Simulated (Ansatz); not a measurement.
Given:

NbCuN$_{2}$:
```cif
data_Cu3N6Nb3
_chemical_formula_sum 'Nb3 Cu3 N6'
_space_group_name_H-M_alt 'R-3m :H'
_space_group_IT_number 166
_space_group_name_Hall '-R 3 2"'
_cell_length_a 3.12138
_cell_length_b 3.12138
_cell_length_c 17.30097
_cell_angle_alpha 90.000
_cell_angle_beta 90.000
_cell_angle_gamma 120.000
loop_
_atom_site_label
_atom_site_type_symbol
_atom_site_symmetry_multiplicity
_atom_site_Wyckoff_symbol
_atom_site_fract_x
_atom_site_fract_y
_atom_site_fract_z
_atom_site_occupancy
Nb1 Nb 3 b 0.00000 0.00000 0.50000 1
Cu1 Cu 3 a 0.00000 0.00000 0.00000 1
N1 N 6 c 0.00000 0.00000 0.10531 1
```
(The calculation used a cell of 4 atoms; values per cell refer to that cell.)

This is the PBEsol-relaxed structure.

All from plane-wave PAW PBEsol (Ansatz code), unless another level is named. Give the Born charges (a third of the trace).

Nb +8.08, Cu +0.24, N -4.16 e.

Next, the electronic dielectric constant ε∞ (DFPT)?

22.0 (xx = yy), 17.3 (zz).

And the static dielectric constant ε0 (ions relaxed, cell fixed)?

247 (xx = yy), 25.1 (zz).

The start of the workflow was typed in or built on a structure type; neither database checked (COD, Materials Project) lists it. Whether it is the stable phase at ambient conditions was not checked. The PBEsol relaxation kept the symmetry of its start; whether a distortion lowers the energy is not shown. The workflow began spin-polarised and lost its moments. Spin–orbit coupling is left out wherever it is not named.

Potentials: the later of the program's two PAW sets.
